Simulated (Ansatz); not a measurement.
Ru (hcp, Mg type)

```
CELL_PARAMETERS angstrom
      2.72216     0.00000     0.00000
     -1.36108     2.35746     0.00000
      0.00000     0.00000     4.29083
ATOMIC_POSITIONS crystal
  Ru 0.33333 0.66667 0.75000
  Ru 0.66667 0.33333 0.25000
```

The slice is a (-1 1 0 2) plane (indices of the conventional cell) through the point (0.333, 0.667, 0.750) (fractional), spanned by u = [110] and v = [1 -1 1] in vectors of this cell: u (2.72 Å) and v (6.38 Å, at 90° to u). It covers one period; positions are fractions (u, v).

All values below come from PBE (plane waves to 420 eV, PAW, scalar-relativistic; Ansatz, a quantum-chemistry and plane-wave program). k mesh 20×20×11. These are valence fields of a PAW run, semicore shells included where kept as valence: close to a nucleus they are smooth pseudo fields. Ru is run without spin polarisation. Ru was relaxed with its symmetry unable to fall.

Question: Sketch the electron localisation function (ELF) on this plane as a map.

Answer: 
```
|xxxx881111111188xx|
|998833001111003388|
|111100222222220011|
|000022221111222200|
|001111000000001111|
|000000001111000000|
|111100001111000011|
|001111110000111111|
|000011111111111100|
|664411001111001144|
|998844001111004488|
|999955001111005599|
|887733001111003377|
|332200001111000022|
|000011110000111100|
|222211110000111122|
|221100001111000011|
|998833001111003388|
|xxxx881111111188xx|
|xxxx993311113399xx|
```
Scale: ten equal steps from 0.20 (start of '0') to 0.68 (end of '9'), in the order '0123456789'. Values: electron localisation function (ELF). The map has 9 points along u (two characters each, u = 0 at the left) and 20 along v (v = 0 in the bottom row). Points within 0.5 Å of a nucleus are blanked (x), as the pseudised field means little there.
